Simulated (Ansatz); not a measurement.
Hcp Mg (10-10), 4 layers, DFT, PBE, PAW with Ansatz's default frozen-core files, scalar-relativistic (Ansatz 0.2.0), on 2 threads of Intel(R) Xeon(R) 6975P-C (Granite Rapids) (shared host).

Command: `ansatz run input.yaml --threads 2 --pin off --max-ram 4096MiB --backend cpu --events-out ev --progress --plain --runs-dir out`

```yaml
crystal:
  lattice:
    - [3.1995580529, 0.0, 0.0]
    - [0.0, 5.1808918026, 0.0]
    - [0.0, 0.0, 19.6945]
  atoms:
    - { symbol: Al, position: [0.0, 0.75, 0.4147240108] }
    - { symbol: Mg, position: [0.5, 0.25, 0.4455912628] }
    - { symbol: Mg, position: [0.5, 0.75, 0.5544087449] }
    - { symbol: Mg, position: [0.0, 0.25, 0.5852759815] }
kpoints:
  mp_grid: { grid: [13, 8, 1] }
scf:
  occupations: { method: fermi_dirac, width: 0.08 }
hamiltonian:
  xc: pbe
  pseudopotentials: { kind: paw }
output:
  forces: true
  stress: true
  eigenvalues: true
efield:
  axis: 3
  amplitude: 0
  dipole_correction: true
```

(1) How large is the problem that the program sets up?

(2) About how long does it take, and how much memory?

## Answers

(1) 35 irreducible k-points, 6391 plane waves at Γ, 21 bands.

(2) 4.8 s of wall time for 6 SCF iterations, with a peak of 0.6 GiB. Times on shared machines scatter by tens of per cent.
